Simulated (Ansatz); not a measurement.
Ag:
```xyz
1
Lattice="2.8141 0.0000 0.0000 -1.4071 2.4371 0.0000 0.0000 0.0000 2.7354" Properties=species:S:1:pos:R:3 pbc="T T T"
Ag     0.0000     0.0000     0.0000
```

Relaxed with r²SCAN.

Question: Map the electron localisation function on the plane through (0.000, 0.000, 0.000) spanned by u = [1, 1, 0] and v = [1, -1, 0] in lattice vectors, from r²SCAN in the plane-wave PAW code Ansatz.

Answer: x is the fraction of u, y of v (the angle between them is 90°; rows are the nearest grid lines); atoms in the plane: Ag at (0.00, 0.00), Ag at (0.50, 0.50).
```
|@@#*=:     :=*#@@|
|@%#+=:     :=+#%@|
|#**=-.     .-=**#|
|++=-:       :-=++|
|--:.         .:--|
|..             ..|
|                 |
|       ...       |
|     .:---:.     |
|    :-=+++=-:    |
|   .-=**#**=-.   |
|   :=+#%@%#+=:   |
|   :=+#%@%#+=:   |
|   .-=**#**=-.   |
|    :-=+++=-:    |
|     .:---:.     |
|       ...       |
|                 |
|..             ..|
|--:.         .:--|
|++=-:       :-=++|
|#**=-.     .-=**#|
|@%#+=:     :=+#%@|
|@@#*=:     :=*#@@|
```
Scale: ten equal steps from 0.158 (start of ' ') to 0.871 (end of '@'), in the order ' .:-=+*#%@'; x runs from 0.000 to 1.00, y from 0.000 (bottom) to 1.00 (top).

The density is the valence pseudo-density with augmentation charge, so density and ELF within about 1 Å of a nucleus are not all-electron values.

Space group P6/mmm (simple hexagonal). The start of the workflow was typed in or built on a structure type; neither database checked (COD, Materials Project) lists it. It is not the phase usual at ambient conditions (space group No. 225). The r²SCAN relaxation kept the symmetry of its start. At this level the phase is mechanically unstable. The run is not spin-polarised.

Potentials: the later of the program's two PAW sets.
